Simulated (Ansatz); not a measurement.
Input:

CdSiN2:
```cif
data_CdN2Si
_chemical_formula_sum 'Cd1 Si1 N2'
_space_group_name_H-M_alt 'P 1'
_space_group_IT_number 1
_cell_length_a 6.14065
_cell_length_b 6.14065
_cell_length_c 6.14065
_cell_angle_alpha 27.106
_cell_angle_beta 27.106
_cell_angle_gamma 27.106
loop_
_space_group_symop_operation_xyz
  'x, y, z'
loop_
_atom_site_label
_atom_site_type_symbol
_atom_site_fract_x
_atom_site_fract_y
_atom_site_fract_z
_atom_site_occupancy
Cd1 Cd 0.50000 0.50000 0.50000 1
Si1 Si 0.00000 0.00000 0.00000 1
N1 N 0.61421 0.61421 0.61421 1
N2 N 0.38579 0.38579 0.38579 1
```

This is the LDA-relaxed structure.

Task: All from DFT-LDA in the program Ansatz with PAW potentials, unless another level is named. Give the highest zone-centre frequency.

Result: 809 cm^-1.

Task: And the bulk modulus (Birch–Murnaghan fit)?

Result: 200 GPa.

Space group R-3m. The start of the workflow was typed in or built on a structure type; neither database checked (COD, Materials Project) lists it. Whether it is the stable phase at ambient conditions was not checked. The LDA relaxation kept the symmetry of its start; its stability against distortions is not shown here. The volume moved by -46 % from the start of the relaxation. As this level gives no gap, phonon frequencies hold no LO–TO term and depend on the k-mesh and smearing (Fermi–Dirac, 0.1 eV here).

Potentials: the later of the program's two PAW sets.
